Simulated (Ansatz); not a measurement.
**Slab of fcc Ag (110), 2 layers**

The slab is cut from the fcc crystal, the stable phase, as relaxed on PAW files (16.01 Å³/atom), with 16 Å of vacuum and a dipole correction:

```yaml
crystal:
  lattice:
    - [2.82892, 0.00000, 0.00000]
    - [0.00000, 4.00070, 0.00000]
    - [0.00000, 0.00000, 17.41450]
  atoms:
    - { symbol: Ag, position: [0.25000, 0.25000, 0.45939] }
    - { symbol: Ag, position: [0.75000, 0.75000, 0.54061] }
```

Computed with Ansatz 0.2.0; functional LDA, scalar-relativistic. Settings: a Γ-centred 12×8×1 k mesh, Fermi–Dirac smearing of 0.1 eV, no spin polarisation. Methods: LAPW: all electrons, basis error target 1 meV/atom; PAW: frozen-core files, cutoff 420 eV.

The bulk energy comes from a cell in the slab's orientation on a 12×8×12 mesh. The surface energy is (E(slab) − N·E(bulk))/2A at zero smearing, the mean of both faces; thin slabs carry quantum-size effects.

The PAW files were made under PBE.

Q: As cut, the LAPW slab lies 1.991 eV above 2 atoms of bulk. What surface energy is that?

A: Over two faces of 11.32 Å² it is 88.0 meV/Å², and times 16.02 J/m² per eV/Å² that gives γ = 1.409 J/m².

Q: What do relaxation and the other method give, and what work function comes out?

A: 

```
method  γ as cut (J/m²)  γ relaxed (J/m²)  Φ as cut (eV)  Φ relaxed (eV)
  LAPW            1.409             1.255           4.53            4.41
   PAW            1.409             1.254           4.53            4.41
```

Q: How do the spacings between the planes relax?

A: From the bottom face up: d12 -32.4 % of 1.414 Å.

Q: What changes if the images along the normal are cut off in place of the dipole correction?

A: LAPW then gives: no gap, work function 4.41 eV; PAW: no gap, work function 4.41 eV.
